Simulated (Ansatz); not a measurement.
Question: Bulk modulus by a P(V) fit from PBE minus that from PBEsol (% of the latter), each on its own relaxed cell (Ansatz, a quantum-chemistry and plane-wave program, plane waves, PAW; no spin–orbit coupling, no Hubbard U), over 139 phases of the class «intermetallics»: what sign and size do you expect?

Answer: Mean -13 %, median -12 %, mean absolute 13 %; eight in ten lie between -19 and -8 %, and 0 % are above zero.

Some cases that may be named, with their rank among the 139 from the lowest: InPd, CsCl type -18 % (rank 16); ZnAu, CsCl type -18 % (rank 19); GaCo, CsCl type -12 % (rank 71); TiPt3, Cu3Au type -12 % (rank 74); Al2Pt, fluorite or antifluorite type -7 % (rank 137); ScAl3, Cu3Au type -6 % (rank 139).

The phases are those computed here (of each formula those with measured values and the lowest at some level), not a balanced benchmark, and neither functional is the truth. Pairs that end in unlike spin orders or unlike minima (c/a over 6 % apart, 30 % for weakly bound crystals), magnets with 4f shells, solids of gases and phases set aside for tests are left out.

22 of the phases carry moments, in the orders computed and without U. 2 relaxed far from the usual cell at some level.

Began spin-polarised and lost the moments: GaCo, CsCl type with PBE; GaCo, CsCl type with PBEsol. All cells were relaxed under the symmetry of their starts (and spin orders); stability against distortions was not tested throughout. Named crystals with no word on spin ran without spin polarisation. Spin–orbit coupling is left out wherever it is not named.

Potentials: the later of the program's two PAW sets.

Ansatz is a plane-wave DFT program.
